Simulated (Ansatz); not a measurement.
CsPbCl₃ (cubic perovskite, Pm-3m) at seven volumes, DFT-LDA in the program Ansatz with PAW potentials, scaled uniformly. One row is withheld.

```json
[
 {"V (Å³/atom)": "30.559", "P (GPa)": "3.46"},
 {"V (Å³/atom)": "31.566", "P (GPa)": "2.10"},
 {"V (Å³/atom)": "32.574", "P (GPa)": "?"},
 {"V (Å³/atom)": "33.581", "P (GPa)": "0.00"},
 {"V (Å³/atom)": "34.589", "P (GPa)": "-0.81"},
 {"V (Å³/atom)": "35.596", "P (GPa)": "-1.49"},
 {"V (Å³/atom)": "36.604", "P (GPa)": "-2.07"}
]
```

**Question.** Fit the shown pressures and predict the withheld one.

**Answer.** P = (3/2)B₀(x^(7/2) − x^(5/2))[1 + (3/4)(B′ − 4)(x − 1)] with x = (V₀/V)^(2/3). Least squares on the six rows gives V₀ = 33.581 Å³/atom, B₀ = 29.4 GPa, B′ = 4.70. At V = 32.574, x = 1.0205 and P = 0.96 GPa. The run itself gave 0.96 GPa.

This is a known high-temperature phase of the composition, computed here at zero pressure and temperature. Symmetry was held in the LDA relaxation. At this level the phase is dynamically unstable (imaginary phonons). Spin–orbit coupling is left out wherever it is not named.

Potentials: the later of the program's two PAW sets.
